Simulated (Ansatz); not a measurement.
# Response of MnHg to small distortions

```yaml
crystal:
  lattice:
    - [3.31500, 0.00000, 0.00000]
    - [0.00000, 3.31500, 0.00000]
    - [0.00000, 0.00000, 3.31500]
  atoms:
    - { symbol: Mn, position: [0.50000, 0.50000, 0.50000] }
    - { symbol: Hg, position: [0.00000, 0.00000, 0.00000] }
```

Atoms are numbered in the order listed.

The cell is COD entry 1522376, as deposited and not checked against the literature; nothing was relaxed.

The magnetic state is the one reached from the start moments; no search over orders was made, so it needn't be the ground state.

Spin–orbit coupling is left out, though it moves levels of the heavy atoms by tenths of an eV or more.

Method: DFT, PBE, all-electron LAPW, scalar-relativistic in Ansatz 0.2.0.

The runs use a Γ-centred 11×11×11 k mesh, Fermi–Dirac smearing of 0.08 eV, basis error target 0.25 meV/atom, spin-polarised from start moments Mn1 4 μB.

The unchanged cell is at 0.53 GPa.

In a metal, stresses and small energies carry noise from the k mesh.

x, y and z are the Cartesian axes of the cell as listed; fractional coordinates follow a strain, and an engineering shear is twice the off-diagonal strain component.

(1) With this change (z strained by -4 % at fixed volume), what becomes of the energy and stress and moment?

(2) With this change (z strained by +1 % at fixed volume), what becomes of the energy and stress and moment?

(3) With this change (atom 1 (Mn) moved by (0.0000, 0.0000, 0.0800) Å), what becomes of the energy and stress and forces and moment?

(4) What force constant does this one finite step give for Mn1 along its displacement (all its periodic images move with it)?

## Answers

(1) Energy change +2 meV/atom; stress change (xx, yy, zz, yz, xz, xy) -0.47, -0.47, 0.63, 0.00, 0.00, 0.00 GPa, compression positive; moment 3.92 → 3.90 μB.

(2) Energy change under 1 meV/atom; stress change (xx, yy, zz, yz, xz, xy) 0.05, 0.05, -0.14, 0.00, 0.00, 0.00 GPa, compression positive; moment 3.92 → 3.91 μB.

(3) Energy change +5 meV/atom; stress change (xx, yy, zz, yz, xz, xy) 0.26, 0.26, 0.06, 0.00, 0.00, 0.00 GPa, compression positive; change of the force on Mn1 (0.000, 0.000, -0.254) eV/Å; moment 3.92 → 3.91 μB.

(4) k = −ΔF·u/|u|² = 3.17 eV/Å², so the force pulls the atom back.
